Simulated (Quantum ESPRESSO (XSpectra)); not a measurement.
Quantum ESPRESSO (XSpectra) run for X-ray absorption at the B K edge of BaTi(BO3)2 (R-3). Geometry: Materials Project entry mp-11659 (a computed structure). No spin-polarised start was tried. The cell is the entry's, not relaxed again. The ground-state test found a gap, so occupations are fixed and the excited electron is left out (charged cell on a uniform background); energies count from the highest occupied level. pw.x input:

```
&CONTROL
  calculation = 'scf'
  prefix = 'x'
  pseudo_dir = './pseudo'
  outdir = './out'
/
&SYSTEM
  ibrav = 0
  nat = 40
  ntyp = 5
  ecutwfc = 70
  input_dft = 'PZ'
  tot_charge = 1
  occupations = 'fixed'
/
&ELECTRONS
  conv_thr = 4.0e-07
  mixing_beta = 0.4
/
ATOMIC_SPECIES
Bh 10.810 B.lda-tm-gipaw-star1s.UPF
Ba 137.327 Ba.upf
Ti 47.867 Ti.upf
B 10.810 B.lda-tm-gipaw.UPF
O 15.999 O.lda-tm-gipaw.UPF
CELL_PARAMETERS angstrom
   0.000000000    5.859285372    5.606087000
   5.074289980   -2.929642686    5.606087000
   5.074289980    2.929642686   -5.606087000
ATOMIC_POSITIONS crystal
Ba     0.000000000    0.000000000    0.000000000
Ba     0.000000000    0.500000000    0.500000000
Ba     0.500000000    0.000000000    0.500000000
Ba     0.500000000    0.500000000    0.000000000
Ti     0.500000000    0.500000000    0.500000000
Ti     0.500000000    0.000000000    0.000000000
Ti     0.000000000    0.500000000    0.000000000
Ti     0.000000000    0.000000000    0.500000000
Bh     0.232760000    0.232760000    0.767240000
B      0.232760000    0.732760000    0.267240000
B      0.732760000    0.232760000    0.267240000
B      0.732760000    0.732760000    0.767240000
B      0.767240000    0.767240000    0.232760000
B      0.767240000    0.267240000    0.732760000
B      0.267240000    0.767240000    0.732760000
B      0.267240000    0.267240000    0.232760000
O      0.390235000    0.633830000    0.316575000
O      0.390235000    0.133830000    0.816575000
O      0.890235000    0.633830000    0.816575000
O      0.890235000    0.133830000    0.316575000
O      0.609765000    0.366170000    0.683425000
O      0.609765000    0.866170000    0.183425000
O      0.109765000    0.366170000    0.183425000
O      0.109765000    0.866170000    0.683425000
O      0.633830000    0.683425000    0.609765000
O      0.633830000    0.183425000    0.109765000
O      0.133830000    0.683425000    0.109765000
O      0.133830000    0.183425000    0.609765000
O      0.366170000    0.316575000    0.390235000
O      0.366170000    0.816575000    0.890235000
O      0.866170000    0.316575000    0.890235000
O      0.866170000    0.816575000    0.390235000
O      0.683425000    0.390235000    0.366170000
O      0.683425000    0.890235000    0.866170000
O      0.183425000    0.390235000    0.866170000
O      0.183425000    0.890235000    0.366170000
O      0.316575000    0.609765000    0.633830000
O      0.316575000    0.109765000    0.133830000
O      0.816575000    0.609765000    0.133830000
O      0.816575000    0.109765000    0.633830000
K_POINTS automatic
2 2 2 0 0 0
```

xspectra.x input:

```
&input_xspectra
  calculation = 'xanes_dipole'
  edge = 'K'
  prefix = 'x'
  outdir = './out'
  xonly_plot = .false.
  xiabs = 1
  xcoordcrys = .false.
  xepsilon(1) = 1.0
  xepsilon(2) = 0.0
  xepsilon(3) = 0.0
  xniter = 1500
  xcheck_conv = 50
  xerror = 0.002
  x_save_file = 'x0.sav'
/
&plot
  xnepoint = 451
  xemin = -5.0
  xemax = 40.0
  xgamma = 0.5
  terminator = .true.
  cut_occ_states = .true.
/
&pseudos
  filecore = 'core.wfc'
/
&cut_occ
  cut_desmooth = 0.1
  cut_stepl = 0.01
  cut_ierror = 1e-6
/
3 3 3 1 1 1
```

End of the pw.x output:

```
   -11.1576 -10.9472 -10.8537 -10.8537 -10.8403 -10.8403 -10.7867 -10.7867
   -10.7852 -10.6906 -10.6698 -10.6698  -4.5434  -4.5312  -4.5312  -4.4272
    -4.4272  -4.3965  -4.3965  -4.3817  -4.3222  -4.2371  -4.2326  -4.2326
    -2.8724  -1.6687  -1.6687  -0.7149  -0.6407  -0.3666  -0.3666  -0.1020
     0.2202   0.3324   0.3324   0.5401   0.5550   0.5550   0.8299   0.8299
     0.9070   1.1043   1.1043   1.2701   1.2701   1.2755   1.5965   1.5965
     1.6005   1.7169   1.7652   1.7652   2.0097   2.0139   2.0139   2.2108
     2.4338   2.4338   2.6500   2.6500   3.1769   3.3502   3.3502   3.4211
     3.5726   3.5726   3.7365   3.7365   3.7390   3.8049   3.9331   3.9331
     3.9431   4.0281   4.0281   4.2835   4.2835   4.3098   4.3939   4.3939
     4.5848   4.5942   4.6067   4.6067   4.7898   4.7898   4.8245   5.1203
     5.1203   5.4061   5.4061   5.4360   5.4360   5.4518   5.6426   5.9700

     highest occupied level (ev):     5.9700

!    total energy              =   -1523.38747742 Ry
     estimated scf accuracy    <       0.00000036 Ry

     The total energy is the sum of the following terms:
     one-electron contribution =    -662.35299883 Ry
     hartree contribution      =     456.54737365 Ry
     xc contribution           =    -305.61413377 Ry
     ewald contribution        =   -1011.96771848 Ry

     convergence has been achieved in  19 iterations

     XML data file, charge density, pseudopotentials, collected wavefunctions
```

xspectra.x output, shortened:

```
... Begin STEP 1 ...

        Radial transition matrix element(s) used in the calculation of the
        initial vector of the Lanczos basis (|tilde{phi}_abs> normalized)
        | For PAW proj. (l=1) #1: radial matrix element =   0.269524230
        | For PAW proj. (l=1) #2: radial matrix element =   0.321088835

NB: the     7 k-point are not all listed below because npool=  4
        |-------------------------------------------------------------
        ! k-point #     1:  ( 0.2663,  0.1538,  0.0804),  0.0741,   1
        |-------------------------------------------------------------
 okvan= F
        |   Norm of the initial Lanczos vector: 0.18936174E+00
        !   => CONVERGED at iter    800 with error=  0.00177961
        |-------------------------------------------------------------
        ! k-point #     2:  ( 0.5327,  0.3076, -0.0804),  0.0741,   1
        |-------------------------------------------------------------
 okvan= F
        |   Norm of the initial Lanczos vector: 0.18936190E+00
        !   => CONVERGED at iter    700 with error=  0.00129112
        |-------------------------------------------------------------
        ! k-point #     3:  ( 0.7990,  0.4613, -0.2411),  0.0741,   1
        |-------------------------------------------------------------
 okvan= F
        |   Norm of the initial Lanczos vector: 0.18936200E+00
        !   => CONVERGED at iter    750 with error=  0.00113207
        |-------------------------------------------------------------

        ...
... Begin STEP 2 ...

     The spectrum is calculated using the following parameters:
        energy-zero of the spectrum [eV]:    5.9700
        the occupied states are elimintate from the spectrum
        xemin [eV]:  -5.00
        xemax [eV]:  40.00
        xnepoint:  451
        constant broadening parameter [eV]:    0.500
        Core level energy [eV]:  -188.0
         (from electron binding energy of neutral atoms in X-ray data booklet)

     Cross-section successfully written in xanes.dat

     ... End STEP 2 ...

     xanes        :    446.57s CPU    448.21s WALL (       1 calls)

     -------------------------------------------------------------------------
                                END JOB XSpectra
     -------------------------------------------------------------------------
```

xanes.dat for the field along x, every fifth line (energy in eV, cross section):

```
   -5.000   1.1350e-03
   -4.500   1.2140e-03
   -4.000   1.3010e-03
   -3.500   1.4000e-03
   -3.000   1.5130e-03
   -2.500   1.6420e-03
   -2.000   1.7930e-03
   -1.500   1.9700e-03
   -1.000   2.1860e-03
   -0.500   2.4560e-03
    0.000   2.8090e-03
    0.500   3.3100e-03
    1.000   4.1060e-03
    1.500   5.6430e-03
    2.000   9.4840e-03
    2.500   1.6640e-02
    3.000   1.3820e-02
    3.500   1.0720e-02
    4.000   1.3010e-02
    4.500   2.1370e-02
    5.000   2.9230e-02
    5.500   2.7570e-02
    6.000   2.1850e-02
    6.500   2.3630e-02
    7.000   2.6680e-02
    7.500   2.9280e-02
    8.000   3.7900e-02
    8.500   4.6380e-02
    9.000   5.3590e-02
    9.500   7.8620e-02
   10.000   1.3740e-01
   10.500   2.1460e-01
   11.000   4.0170e-01
   11.500   6.0510e-01
   12.000   3.9440e-01
   12.500   2.4500e-01
   13.000   1.9530e-01
   13.500   1.6020e-01
   14.000   1.2090e-01
   14.500   9.7700e-02
   15.000   7.9650e-02
   15.500   6.5290e-02
   16.000   5.0780e-02
   16.500   4.0300e-02
   17.000   3.6770e-02
   17.500   3.5880e-02
   18.000   3.4530e-02
   18.500   3.3250e-02
   19.000   3.5050e-02
   19.500   4.0500e-02
   20.000   5.2090e-02
   20.500   6.1060e-02
   21.000   6.3360e-02
   21.500   5.8660e-02
   22.000   4.9240e-02
   22.500   4.3750e-02
   23.000   4.1850e-02
   23.500   4.4570e-02
   24.000   4.8050e-02
   24.500   4.8860e-02
   25.000   5.2220e-02
   25.500   4.8700e-02
   26.000   4.2040e-02
   26.500   3.6400e-02
   27.000   3.4330e-02
   27.500   3.3540e-02
   28.000   3.0910e-02
   28.500   2.8580e-02
   29.000   2.7330e-02
   29.500   2.7080e-02
   30.000   2.5430e-02
   30.500   2.4940e-02
   31.000   2.7230e-02
   31.500   3.0100e-02
   32.000   3.1040e-02
   32.500   3.3180e-02
   33.000   3.8420e-02
   33.500   4.1910e-02
   34.000   3.9720e-02
   34.500   3.7300e-02
   35.000   3.7590e-02
   35.500   3.6050e-02
   36.000   3.3310e-02
   36.500   3.4810e-02
   37.000   3.5240e-02
   37.500   3.2500e-02
   38.000   2.9470e-02
   38.500   2.5480e-02
   39.000   2.2930e-02
   39.500   2.2210e-02
   40.000   2.1910e-02
```
